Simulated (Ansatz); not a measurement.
GaN (rock salt, Fm-3m) under volume change, plane-wave PAW r²SCAN (Ansatz code), scaled uniformly.

```
V (Å³/atom)  E − E(relaxed) (meV/atom)  P (GPa)
-----------  -------------------------  -------
8.530                             68.7    28.44
8.811                             28.8    17.36
9.092                              6.8     7.97
9.373                              0.0     0.01
9.654                              ___      ___
9.936                             23.0   -12.43
10.217                             ___      ___
```

**Question.** What belongs in the gaps?

**Answer.** 
- 10.217, E − E(relaxed) (meV/atom): 49.2
- 10.217, P (GPa): -17.25
- 9.654, E − E(relaxed) (meV/atom): 6.1
- 9.654, P (GPa): -6.73

**Question.** What does a third-order Birch–Murnaghan fit give for V₀, B₀ and B′?

**Answer.** V₀ = 9.37 Å³/atom, B₀ = 243 GPa, B′ = 4.5.

This is a known high-pressure phase of the composition, computed here at zero pressure and temperature. The r²SCAN relaxation kept the symmetry of its start; its stability against distortions is not shown here. Spin–orbit coupling is left out wherever it is not named.

Potentials: the later of the program's two PAW sets.
